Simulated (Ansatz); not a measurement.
SnSe: stiffness from a series of strains

```
CELL_PARAMETERS angstrom
0.00000 3.01000 3.01000
3.01000 0.00000 3.01000
3.01000 3.01000 0.00000
ATOMIC_POSITIONS crystal
Sn 0.00000 0.00000 0.00000
Se 0.50000 0.50000 0.50000
```

Atoms are numbered in the order listed.

The conventional cell has a = 6.020 Å, b = 6.020 Å, c = 6.020 Å, α = 90.00°, β = 90.00°, γ = 90.00°. Sn (atom 1) has 6 Se at 3.01 Å as nearest neighbours. Se (atom 2) is surrounded by 6 Sn at 3.01 Å.

The cell comes from COD entry 9008725, which wasn't checked; take it as a given geometry.

No spin–orbit coupling, which matters for the heavy atoms here.

Computed with DFT, LDA, all-electron LAPW, scalar-relativistic (Ansatz 0.2.0).

The runs use a Γ-centred 9×9×9 k mesh, Fermi–Dirac smearing of 0.02 eV, basis error target 0.25 meV/atom, no spin polarisation.

The strain is applied along the Cartesian axes of the cell as listed (the other components stay zero). Fractional coordinates are held (clamped ions).

σ is the change of stress from the unstrained cell, which is at -3.25 GPa; tension is positive, so slopes are stress–strain coefficients at that pressure.

Only quantities that a quadratic follows smoothly over the whole series are listed; rougher ones are left out.

```csv
εzz,σzz (GPa),σxx (GPa)
-0.0300,-4.35,-0.27
-0.0100,-1.27,-0.09
0.0000,0.00,0.00
0.0100,1.11,0.09
0.0200,2.07,0.18
0.0300,2.90,0.27
```

(1) Fit the series and read off the stiffness at zero strain.

(2) One run, at εzz = -0.0200, is withheld. Predict its row.

## Answers

(1) Least-squares fits y = p0 + p1 x + p2 x² to the rows give σzz (GPa): p1 = 121, p2 = -810; σxx (GPa): p1 = 9, p2 = 5.6e-14. So C11 = 121 GPa and C12 = 9 GPa, which gives B = (C11 + 2 C12)/3 = 46 GPa.

(2) The fits give -2.74, -0.18; the run gave -2.71, -0.18.
